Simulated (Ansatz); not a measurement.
NaTaSnO₅, a known structure type with other elements, at an estimated volume

```
CELL_PARAMETERS angstrom
3.51821 4.58336 0.00000
3.51821 -4.58336 0.00000
3.19716 0.00000 -6.90346
ATOMIC_POSITIONS crystal
Sn 0.31750 0.68250 0.75000
Sn 0.68250 0.31750 0.25000
O 0.30340 0.89300 0.88730
O 0.10700 0.69660 0.61270
O 0.69660 0.10700 0.11270
O 0.89300 0.30340 0.38730
Na 0.33010 0.66990 0.25000
Na 0.66990 0.33010 0.75000
O 0.06460 0.93540 0.25000
O 0.93540 0.06460 0.75000
Ta 0.00000 0.00000 0.00000
Ta 0.00000 0.00000 0.50000
O 0.63380 0.75660 0.58910
O 0.24340 0.36620 0.91090
O 0.36620 0.24340 0.41090
O 0.75660 0.63380 0.08910
```

The numbers come from plane-wave PAW DFT (Ansatz): r2SCAN, no spin polarisation, 500 eV, 5×5×4 Γ-centred k points, fermi-dirac occupations (width 0.1 eV). Nothing was relaxed.

(1) Describe some of the short contacts.

(2) Which element gives electrons and which takes them?

(3) Metal or insulator? Give the gap.

(4) Which atom feels the largest force, and which way?

Origin: a known structure type with other elements, at an estimated volume, so it need not be a known compound. Caveats: an odd or shifted mesh can miss the band edges, so this level's true gap may be smaller; no spin-orbit coupling, which can shift this gap by tenths of an eV; atoms or cell far from equilibrium.

Answers

(1) Sn–O at 1.79 Å: least valence density 1.16 e/Å³ and ELF 0.25 there. O–Ta at 1.99 Å: least valence density 0.85 e/Å³ and ELF 0.25 there. Na–O at 2.43 Å: least valence density 0.10 e/Å³ and ELF 0.02 there, a closed-shell (ionic or weak) contact. Both are smooth PAW fields, read partly inside the augmentation spheres.

(2) Bader charges in e: Na +0.91, Ta +3.08, Sn +2.62, O -1.33 to -1.27. In the mean Ta gives up most and O takes most.

(3) The gap on the k mesh is 4.03 eV; the mesh may miss the band edges, so the true gap of this level can be smaller.

(4) The largest is on O13 (and as large on other atoms): 6.64 eV/Å, components (3.83, 3.85, 3.82). It makes 173° with the line to a nearest neighbour, Sn1 at 1.79 Å, pointing away from it.
